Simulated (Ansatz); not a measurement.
Crystals of one structure type (rock salt), relaxed and computed with DFT-LDA in the program Ansatz with PAW potentials.

```json
[
 {"crystal": "MgO", "a (Å)": "4.159", "gap (eV)": "5.03", "G_Hill (GPa)": "136", "ε∞": "3.18", "electron conductivity mass (mₑ)": "0.36", "K_Hill (GPa)": "172"},
 {"crystal": "CaO", "a (Å)": "4.708", "gap (eV)": "3.45", "G_Hill (GPa)": "87.0", "ε∞": "3.88", "electron conductivity mass (mₑ)": "0.53", "K_Hill (GPa)": "129"},
 {"crystal": "SrO", "a (Å)": "5.064", "gap (eV)": "3.12", "G_Hill (GPa)": "64.0", "ε∞": "3.87", "electron conductivity mass (mₑ)": "0.49", "K_Hill (GPa)": "104"},
 {"crystal": "BaO", "a (Å)": "[?]", "gap (eV)": "[?]", "G_Hill (GPa)": "[?]", "ε∞": "[?]", "electron conductivity mass (mₑ)": "[?]", "K_Hill (GPa)": "[?]"}
]
```

Some entries are withheld; supply them.


- BaO, a (Å): 5.434
- BaO, gap (eV): 1.68
- BaO, G_Hill (GPa): 39.7
- BaO, ε∞: 4.28
- BaO, electron conductivity mass (mₑ): 0.49
- BaO, K_Hill (GPa): 85.9

All cells were relaxed under the symmetry of their starts (and spin orders); stability against distortions was not tested throughout. Scalar-relativistic: spin–orbit coupling is off unless named, which matters more the heavier the elements.

Potentials: the later of the program's two PAW sets.
